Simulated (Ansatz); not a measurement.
# GaAs (zinc blende): frozen-phonon scan

GaAs (zinc blende)

```
CELL_PARAMETERS angstrom
      0.00000     5.74607     5.74607
      2.87304     0.00000     2.87304
      2.87304     2.87304     0.00000
ATOMIC_POSITIONS crystal
  As 0.37500 0.75000 0.75000
  As 0.87500 0.75000 0.75000
  Ga 0.00000 0.00000 0.00000
  Ga 0.50000 0.00000 0.00000
```

The atoms are displaced by Q × the pattern below (from a DFPT mode at L = (0.5, 0.0, 0.0), largest move 1; Q in Å), at fixed cell. (q is in reciprocal vectors of the primitive cell; the cell shown is doubled to hold the pattern.)

```tsv
atom	x	y	z
As1	-0.577	0.577	0.577
As2	0.577	-0.577	-0.577
Ga3	-0.545	0.545	0.545
Ga4	0.545	-0.545	-0.545
```

Method: PBE (plane waves to 420 eV, PAW, scalar-relativistic; Ansatz, a first-principles code). k mesh 5×10×10 (Γ-centred), Fermi-Dirac smearing 0.05 eV. Energies are smeared free energies. Stress and pressure are positive under compression. As the smearing reaches across the gap at some points, energies and forces of such displacements shift with the k mesh and the smearing. GaAs was relaxed with its symmetry unable to fall. The PAW data are Ansatz's earlier set. ΔE is measured from the undisplaced structure.

| Q (Å) | ΔE (eV/cell) | P (GPa) | −dE/dQ from forces (eV/Å) |
|---|---|---|---|
| -0.180 | 0.592 | 0.7 | 6.132 |
| -0.150 | 0.421 | 0.5 | 5.289 |
| -0.120 | 0.274 | 0.3 | 4.441 |
| -0.090 | 0.156 | 0.2 | 3.418 |
| -0.060 | 0.070 | 0.1 | 2.315 |
| -0.030 | 0.018 | 0.0 | 1.171 |
| 0.000 | 0.000 | 0.0 | 0.000 |
| 0.030 | 0.018 | 0.0 | -1.171 |
| 0.060 | 0.070 | 0.1 | -2.315 |
| 0.090 | 0.156 | 0.2 | -3.418 |
| 0.120 | 0.274 | 0.3 | -4.441 |
| 0.150 | 0.421 | 0.5 | -5.289 |
| 0.180 | 0.592 | 0.7 | -6.132 |

Summary:

```
Quantity                                                                                                              Value
-----------------------------------------------------------  --------------------------------------------------------------
Energy at Q = 0.180 Å                                                                                          592 meV/cell
Space group of the distorted cell                                                         R3m (No. 160), lowered from F-43m
Symmetry of the curve                                                                         even: the same for both signs
Shape of the curve                                           a single well with its minimum at or next to zero displacement
Harmonic wavenumber from the curvature (finite differences)                                                        197 cm⁻¹
Wavenumber by perturbation theory (DFPT, on another k mesh)                                                        197 cm⁻¹
```

(For displaced atoms, the force is minus the slope of the energy, and its curvature is a force constant, which sets phonon frequencies.)
